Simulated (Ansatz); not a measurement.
BiBrO:
```
CELL_PARAMETERS angstrom
      3.91924     0.00000     0.00000
      0.00000     3.91924     0.00000
      0.00000     0.00000     8.27574
ATOMIC_POSITIONS crystal
  Bi 0.00000 0.50000 0.84945
  Bi 0.50000 0.00000 0.15055
  Br 0.50000 0.00000 0.66074
  Br 0.00000 0.50000 0.33926
  O  0.00000 0.00000 0.00000
  O  0.50000 0.50000 0.00000
```

Relaxed with r²SCAN+D4. Special points in fractions of this cell's reciprocal vectors: Γ (0.000, 0.000, 0.000); X (0.000, 0.500, 0.000); M (0.500, 0.500, 0.000); Z (0.000, 0.000, 0.500); R (0.000, 0.500, 0.500); A (0.500, 0.500, 0.500).

Q: List the band energies nearest the valence-band maximum at these points for r²SCAN+D4 with spin–orbit coupling in the plane-wave PAW code Ansatz.

A: In eV from the valence-band maximum; about four levels below and three above (degenerate sets whole), none deeper than 8.9 eV; points with the same levels are listed once.

```
k                    below                above
-  -----------------------  -------------------
Γ  -0.71 -0.71 -0.58 -0.58  2.38 2.38 2.78 2.78
X  -0.15 -0.15 -0.15 -0.15  3.80 3.80 3.80 3.80
M  -0.85 -0.85 -0.85 -0.85  3.37 3.37 3.37 3.37
Z  -0.44 -0.44 -0.17 -0.17  2.23 2.23 2.37 2.37
R  -0.13 -0.13 -0.13 -0.13  3.74 3.74 3.74 3.74
A  -1.10 -1.10 -1.10 -1.10  3.80 3.80 3.80 3.80
```

Space group P4/nmm. The workflow started from a Materials Project entry (that database holds measured and hypothetical structures alike); the Crystallography Open Database files this formula in space group No. 129, but the cells were not matched. Whether it is the stable phase at ambient conditions was not checked. Symmetry was held in the r²SCAN+D4 relaxation; its stability against distortions is not shown here.

Potentials: the later of the program's two PAW sets.
